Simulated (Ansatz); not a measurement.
# Lattice vibrations of Cu2S3 at Γ

Method: Ansatz 0.2.0, DFT PBE, scalar-relativistic, plane waves, PAW. Settings: 420 eV plane-wave cutoff, Γ-centred 12×12×12 mesh, Gaussian smearing of 0.10 eV. No spin polarisation. Phonons by linear response, acoustic sum rule imposed.

Equilibrium structure at this level:
```
Cu S
1.0
     1.80579    1.04257    7.19859
    -1.80579    1.04257    7.19859
     0.00000   -2.08515    7.19859
Cu S
2 3
Cartesian
  0.0000 0.0000 15.8215
  0.0000 0.0000 5.7743
  0.0000 0.0000 9.7699
  0.0000 0.0000 11.8259
  0.0000 0.0000 0.0000
```

It was reached by relaxing an invented guess, and it needn't be the stable form of this composition. In a metal, frequencies depend on the k mesh and the smearing, soft modes most.

(1) Is this structure stable against zone-centre distortions?

(2) List the optical modes at Γ (i marks imaginary ones).

## Answers

(1) Yes, at Γ: no optical mode is imaginary. Strains and other wave vectors aren't tested by this run.

(2)
```tsv
frequency (meV)	degeneracy
1.6	2
9.9	2
17.0	1
20.7	1
24.8	2
29.5	2
31.6	1
55.5	1
```
